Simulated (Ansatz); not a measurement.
This guess for BeCd2S3 is about to be relaxed.

```
Be Cd S
1.0
     4.49432    0.00000    0.00000
    -2.24716    3.89220    0.00000
     0.00000    0.00000    7.26471
Be Cd S
1 2 3
Direct
  0.00000 0.00000 0.00000
  0.33333 0.66667 0.25817
  0.66667 0.33333 0.74183
  0.00000 0.00000 0.50000
  0.66667 0.33333 0.35546
  0.33333 0.66667 0.64454
```

Level of theory: DFT PBE, scalar-relativistic, plane waves, PAW (Ansatz). Cutoff 420 eV, Gaussian smearing, Γ-centred meshes. Cell and atoms relax first on a coarse mesh and then on a converged one. In between, the cell is made exact in the group found at 0.06 Å. The steps can't lower the symmetry of their start. No spin polarisation.

A guess keeps its type if space group and coordination stay and the shape of the cell changes little (axis ratios within about 15 %, angles within 6°); the volume may change.

Q: Will the relaxed cell still be of the starting type?

A: It doesn't keep its type. The symmetry stays P-3m1 (No. 164). The volume per atom shrinks by 15.8 %, from 21.2 to 17.8 Å³. The shortest distance goes from 2.69 Å (Cd–S) to 2.44 Å (Be–S). The ratio c/a of the conventional cell changes by a factor of 1.57. Counting neighbours within 15 % of an atom's shortest distance, the start has Be 14, Cd 4, S 7/12 and the end Be 6, Cd 6, S 6. In detail, at the end Be is surrounded by 6 S at 2.44 Å; around Cd lie 6 S at 2.69–2.73 Å; S on a site of symmetry -3m is surrounded by 6 Cd at 2.69 Å; 1 more site not described.

```cif
data_structure
_symmetry_space_group_name_H-M 'P-3m1'
_symmetry_Int_Tables_number 164
_cell_length_a 3.6524
_cell_length_b 3.6524
_cell_length_c 9.2633
_cell_angle_alpha 90.000
_cell_angle_beta 90.000
_cell_angle_gamma 120.000
_cell_volume 107.01
loop_
_atom_site_label
_atom_site_type_symbol
_atom_site_symmetry_multiplicity
_atom_site_Wyckoff_symbol
_atom_site_fract_x
_atom_site_fract_y
_atom_site_fract_z
_atom_site_occupancy
Be1 Be 1 a 0.00000 0.00000 0.00000 1
Cd1 Cd 2 d 0.33333 0.66667 0.31980 1
S1 S 1 b 0.00000 0.00000 0.50000 1
S2 S 2 d 0.66667 0.33333 0.13252 1
```

The last run used a 12×12×4 mesh (in the run's order of axes) for its 6-atom cell and Gaussian smearing of 0.02 eV. Symmetry constrained the relaxation, so the result can be a saddle point.

In counts of neighbours, a slash parts the counts of unlike sites.
